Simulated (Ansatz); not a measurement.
Clean, relaxed (001) surface of WS₂, space group P6_3/mmc (No. 194) (top face towards +c; atoms held fixed, by place in the list: 1, 2, 3, 4):

```xyz
9
Lattice="3.1542 0.0000 0.0000 -1.5771 2.7316 0.0000 0.0000 0.0000 32.2893" Properties=species:S:1:pos:R:3 pbc="T T T"
S     1.5771    0.9105    8.5000
W     0.0000    1.8211   10.0747
S     1.5771    0.9105   11.6494
S     0.0000    1.8211   14.5700
W     1.5771    0.9105   16.1446
S     0.0000    1.8211   17.7192
S     1.5771    0.9105   20.6559
W     0.0000    1.8211   22.2319
S     1.5771    0.9105   23.8104
```

Theory: DFT PBE+D3(BJ), scalar-relativistic, plane waves, PAW in Ansatz 0.2.0. Cutoff 420 eV; k points 9×9×1 on the computed 9-atom cell (Γ-centred); Gaussian smearing, width 0.05 eV; no spin polarisation. A dipole correction removes the field between periodic images along c.

With the adsorbate the run is spin-polarised, so any moments that the slab's own atoms take up count into E_ads.

E_ads counts from the clean slab and the free adsorbate (spin-polarised where it has unpaired electrons); negative means bound. Heights count from the highest slab atom after relaxation. Δp counts per cell along +c. With the adsorbate the cell is lengthened along c to keep the vacuum.

An adsorbate (one adsorbate per 8.6 Å²) relaxed from the top (S) at (0.67, 0.33) site binds with -2.03 eV, its anchoring atom 1.55 Å over the highest slab atom; the slab's dipole changes by +0.095 e·Å.

(1) Which adsorbate is it? It is a molecule or fragment of 2 atoms.

Each end is the local minimum or symmetric point that its start leads to.

Results:

(1) CH. Other answers can fit too; this one was computed.